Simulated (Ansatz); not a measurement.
**Compressing Li$_{2}$Ga**

Level of theory: Ansatz, DFT PBEsol, scalar-relativistic, plane waves, PAW. Run with 420 eV cutoff, 10×10×8 k-mesh, Gaussian smearing of 0.10 eV, no spin polarisation.

Starting point, cell and atoms relaxed:

```
Li Ga
1.0
     2.22942   -4.68712    0.00000
     2.22942    4.68712    0.00000
     0.00000    0.00000    4.29246
Li Ga
4 2
Cartesian
  2.2294 -0.8156 3.2193
  2.2294 0.8156 1.0731
  2.2294 2.4286 3.2193
  2.2294 -2.4286 1.0731
  2.2294 -3.9592 3.2193
  2.2294 3.9592 1.0731
```

Cell and atoms are relaxed at each pressure within the symmetry of the start, at zero temperature, so transitions that lower the symmetry aren't seen. The k-mesh given is that at zero pressure and may differ at others. a, b and c are the lengths of the cell vectors above.

| P (GPa) | V (Å³/atom) | V/V0 | a (Å) | b (Å) | c (Å) |
| --- | --- | --- | --- | --- | --- |
| -3 | 16.69 | 1.116 | 5.423 | 5.423 | 4.405 |
| 0 | 14.95 | 1.000 | 5.190 | 5.190 | 4.292 |
| 3 | 13.89 | 0.929 | 5.053 | 5.053 | 4.209 |
| 8 | 12.68 | 0.848 | 4.897 | 4.897 | 4.102 |
| 15 | 11.56 | 0.773 | 4.743 | 4.743 | 3.998 |
| 30 | 10.10 | 0.675 | 4.531 | 4.531 | 3.845 |
| 60 | 8.53 | 0.570 | 4.289 | 4.289 | 3.659 |

**Question.** What bulk modulus and pressure derivative fit these points?

**Answer.** A third-order Birch–Murnaghan fit gives B0 = 35 GPa and B0' = 4.0.

**Question.** Which cell vector or vectors give way most up to 60 GPa?

**Answer.** a and b: the changes are a -17.4 %, b -17.4 %, c -14.8 %.